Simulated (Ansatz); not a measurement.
An Ansatz (an electronic-structure program) run. Input:

Ansatz 0.2 input:
```yaml
crystal:
  lattice:
    - [-3.256713355, 3.256713355, 2.756411793]
    - [3.256713355, -3.256713355, 2.756411793]
    - [3.256713355, 3.256713355, -2.756411793]
  atoms:
    - { symbol: Sb, position: [0.6571450052, 0.1571450052, 0.8142900104] }
    - { symbol: Sb, position: [0.1571450052, 0.3428549948, 0.5] }
    - { symbol: Sb, position: [0.3428549948, 0.8428549948, 0.1857099896] }
    - { symbol: Sb, position: [0.8428549948, 0.6571450052, 0.5] }
    - { symbol: V, position: [0.25, 0.25, 0.0] }
    - { symbol: V, position: [0.75, 0.75, 0.0] }
kpoints:
  mp_grid: { grid: [7, 7, 7] }
  band_path:
    path:
      - [[0.0, 0.0, 0.0], [0.0, 0.0, 0.5], [-0.5, 0.5, 0.5], [0.0, 0.0, 0.0], [0.4290890931, 0.4290890931, -0.4290890931]]  # Γ-X-M-Γ-Z
      - [[-0.4290890931, 0.5709109069, 0.4290890931], [-0.5, 0.5, 0.5]]  # Z_0-M
      - [[0.0, 0.0, 0.5], [0.25, 0.25, 0.25], [0.0, 0.5, 0.0], [0.0, 0.0, 0.0]]  # X-P-N-Γ
    npoints: 9
basis: { xc_grid: 2 }
hamiltonian:
  xc: pbesol
  pseudopotentials: { kind: paw }
magnetization: { noncollinear: true, spin_orbit: true }
scf:
  n_extra_bands: 12
  convergence: { dr2_threshold: 0.0000000001 }
  occupations: { method: gaussian, width: 0.05 }
output: { eigenvalues: true }
```

Output (shortened):

```
Pseudopotential: Sb, paw_fr, valence charge 15
Pseudopotential: V, paw_fr, valence charge 13
Functional definition: PBEsol
non-collinear run that drives no moment, with spin-orbit …
Crystal: 6 atoms, lattice volume = 116.940 Å³
Basis set: ecut = 420 eV, 2273 PW (Γ), exchange–correlation on 72×72×72 points (8 copies of the dense FFT grid, shifted against one another)
Bands: 98, of which v1, the nominal top of the filled ones, is band 86 counted from 1 (85 counted from 0)
Symmetry: 16 space group operations + 16 with time reversal
k-points: 40 of 343
Projection manifold: j_resolved (fully-relativistic pseudo-atomic orbitals)
SCF iter   1: F=—  HF=-31421.300685 eV  |F-HF|=—  |Δ(HF+E_count)|=         —  Δρ=1.79e-1  dr2=8.14e1  dr2_m=0.00e0 (ungated)  ethr=3.10e-3  |M|=0.00e0 ∫|m|=0.00e0 μB  |m|>n=0.0e0 m-floor=0.0e0 τ_xc=0.0e0  β_m=0.30  ⟨swp⟩=6.4  Hψ=8875  notcnv=0  defer=2
preconditioner: auto → Kerker (q_TF=auto, 2.592 Å⁻¹)
spin=Noncollinear: Kerker preconditioning applied to the charge; magnetization (m_x, m_y, m_z) channels mix plain (no charge-response kernel on spin).
SCF iter   2: F=—  HF=-31414.998336 eV  |F-HF|=—  |Δ(HF+E_count)|=    6.30e0  Δρ=6.08e-2  dr2=4.26e0  dr2_m=0.00e0 (ungated)  ethr=3.10e-3  |M|=0.00e0 ∫|m|=0.00e0 μB  |m|>n=0.0e0 m-floor=0.0e0 τ_xc=0.0e0  β_m=0.28  ⟨swp⟩=3.1  Hψ=4458  notcnv=0  defer=140
SCF iter   3: F=—  HF=-31414.266950 eV  |F-HF|=—  |Δ(HF+E_count)|=   7.31e-1  Δρ=3.56e-2  dr2=3.25e0  dr2_m=0.00e0 (ungated)  ethr=3.10e-3  |M|=0.00e0 ∫|m|=0.00e0 μB  |m|>n=0.0e0 m-floor=0.0e0 τ_xc=0.0e0  β_m=0.61  ⟨swp⟩=2.1  Hψ=2611  notcnv=0  defer=174
SCF iter   4: F=—  HF=-31413.424469 eV  |F-HF|=—  |Δ(HF+E_count)|=   8.42e-1  Δρ=1.26e-2  dr2=5.40e-1  dr2_m=0.00e0 (ungated)  ethr=3.10e-3  |M|=0.00e0 ∫|m|=0.00e0 μB  |m|>n=0.0e0 m-floor=0.0e0 τ_xc=0.0e0  β_m=0.65  ⟨swp⟩=2.1  Hψ=2491  notcnv=0  defer=174
SCF iter   5: F=—  HF=-31413.281311 eV  |F-HF|=—  |Δ(HF+E_count)|=   1.43e-1  Δρ=2.67e-3  dr2=2.62e-2  dr2_m=0.00e0 (ungated)  ethr=6.27e-4  |M|=0.00e0 ∫|m|=0.00e0 μB  |m|>n=0.0e0 m-floor=0.0e0 τ_xc=0.0e0  β_m=0.75  ⟨swp⟩=2.4  Hψ=2880  notcnv=0  defer=180
SCF iter   6: F=—  HF=-31413.275822 eV  |F-HF|=—  |Δ(HF+E_count)|=   5.49e-3  Δρ=1.03e-3  dr2=2.41e-3  dr2_m=0.00e0 (ungated)  ethr=3.05e-5  |M|=0.00e0 ∫|m|=0.00e0 μB  |m|>n=0.0e0 m-floor=0.0e0 τ_xc=0.0e0  β_m=0.86  ⟨swp⟩=2.0  Hψ=2716  notcnv=0  defer=180
SCF iter   7: F=—  HF=-31413.275503 eV  |F-HF|=—  |Δ(HF+E_count)|=   3.19e-4  Δρ=2.19e-4  dr2=7.86e-5  dr2_m=0.00e0 (ungated)  ethr=2.81e-6  |M|=0.00e0 ∫|m|=0.00e0 μB  |m|>n=0.0e0 m-floor=0.0e0 τ_xc=0.0e0  β_m=0.92  ⟨swp⟩=2.0  Hψ=2307  notcnv=0  defer=180
SCF iter   8: F=—  HF=-31413.275497 eV  |F-HF|=—  |Δ(HF+E_count)|=   6.18e-6  Δρ=1.66e-4  dr2=4.53e-5  dr2_m=0.00e0 (ungated)  ethr=9.14e-8  |M|=0.00e0 ∫|m|=0.00e0 μB  |m|>n=0.0e0 m-floor=0.0e0 τ_xc=0.0e0  β_m=0.96  ⟨swp⟩=2.0  Hψ=2503  notcnv=0  defer=180
SCF iter  13: F=-31413.275527 eV  HF=-31413.275527 eV  |F-HF|=3.27e-11  |Δ(HF+E_count)|=  6.18e-11  Δρ=1.26e-7  dr2=2.24e-11  dr2_m=0.00e0 (ungated)  ethr=1.00e-12  |M|=0.00e0 ∫|m|=0.00e0 μB  |m|>n=0.0e0 m-floor=0.0e0 τ_xc=0.0e0  ⟨swp⟩=10.1  Hψ=6816  notcnv=0
SCF 1 converged in 13 iterations: F = -31413.275527 eV  dr2 = 2.24e-11
NSCF: frozen V_eff on 75 k-points
SCF converged after 13 iterations
Magnetization: |M| = 0.0000 μB,  M = (+0.0000, +0.0000, +0.0000) μB
Absolute magnetization: 0.0000 μB (∫|m|)
  site 0: m = (+0.0000, +0.0000, +0.0000) μB, |m| = 0.0000 μB  (R = 1.16 Å)
  site 1: m = (+0.0000, +0.0000, +0.0000) μB, |m| = 0.0000 μB  (R = 1.16 Å)
  site 2: m = (+0.0000, +0.0000, +0.0000) μB, |m| = 0.0000 μB  (R = 1.16 Å)
  site 3: m = (+0.0000, +0.0000, +0.0000) μB, |m| = 0.0000 μB  (R = 1.16 Å)
  site 4: m = (+0.0000, +0.0000, +0.0000) μB, |m| = 0.0000 μB  (R = 1.14 Å)
  site 5: m = (+0.0000, +0.0000, +0.0000) μB, |m| = 0.0000 μB  (R = 1.14 Å)
Free energy (F): -31413.275527 eV
Harris-Foulkes:  -31413.275527 eV  (|F-HF|=3.27e-11)
Internal energy: -31413.266824 eV  (E = F + TS)
E sigma→0 (E₀):  -31413.271175 eV
Entropy (-TS):   -0.008703 eV (-1.451 meV/atom)
Fermi energy:    15.224495 eV
--- Per-component energies (eV) ---
  E_band       = -713.726824
  E_kinetic    = 1513.174075
  E_local      = -7173.638776  (includes V_loc(G=0)·N_el)
  E_nonlocal   = 1378.979809
  E_hartree    = 3338.514499
  E_xc         = -814.226635
  E_vxc        = -723.054829  (∫ρ·V_xc dr)
  E_paw        = -20190.644618  (= ΣΔE_a)
  E_vpaw       = -2386.216830  (= ΣTr[D̂ρ^β])
  E_aug_tail   = 0.000513  (compensation charges beyond the density's cutoff)
  E_ewald      = -9467.067451
  E_core_change = 1.641761  (= ΣΔE_core)
  E_smearing   = -0.008703  (= −TS)
  E_closure    = 0.000000  (closes the sum)
  Σ components = -31413.275527   (vs F -31413.275527, Δ=0.00e0)
  [band-id]    e_kinetic+e_local+e_nonlocal+2·e_hartree+e_vxc+e_vpaw+e_augmentation_tail = -713.727040   (vs E_band -713.726824, Δ=-2.16e-4)
--- Band table (eV; the first three rows and the last of 40) ---
  k-point 0: bands = ["-48.8688", "-48.8688", "-48.8246", "-48.8246", "-23.4616", "-23.4616", "-23.3590", "-23.3590", "-22.6876", "-22.6876", "-22.5787", "-22.5787", "-22.5339", "-22.5339", "-22.4628", "-22.4628", "-14.7284", "-14.7284", "-14.7245", …
  k-point 1: bands = ["-48.8687", "-48.8687", "-48.8246", "-48.8246", "-23.4617", "-23.4617", "-23.3591", "-23.3591", "-22.6877", "-22.6877", "-22.5789", "-22.5789", "-22.5340", "-22.5340", "-22.4629", "-22.4629", "-14.7279", "-14.7279", "-14.7235", …
  k-point 2: bands = ["-48.8687", "-48.8687", "-48.8246", "-48.8246", "-23.4620", "-23.4620", "-23.3594", "-23.3594", "-22.6880", "-22.6880", "-22.5793", "-22.5793", "-22.5341", "-22.5341", "-22.4632", "-22.4632", "-14.7275", "-14.7275", "-14.7200", …
  k-point 39: bands = ["-48.8686", "-48.8686", "-48.8245", "-48.8245", "-23.4627", "-23.4627", "-23.3604", "-23.3604", "-22.6889", "-22.6889", "-22.5806", "-22.5806", "-22.5344", "-22.5344", "-22.4640", "-22.4640", "-14.7218", "-14.7218", "-14.7121", …
```

Cost: roughly 5 core-minutes on shared cores.

Space group I4/mcm. The workflow started from an entry of the Crystallography Open Database (COD, 293 K). Its standing as an ambient phase is unchecked. Symmetry was held in the PBEsol relaxation; whether a distortion lowers the energy is not shown. The run is not spin-polarised.

Potentials: the later of the program's two PAW sets.

Ansatz is a plane-wave DFT program.
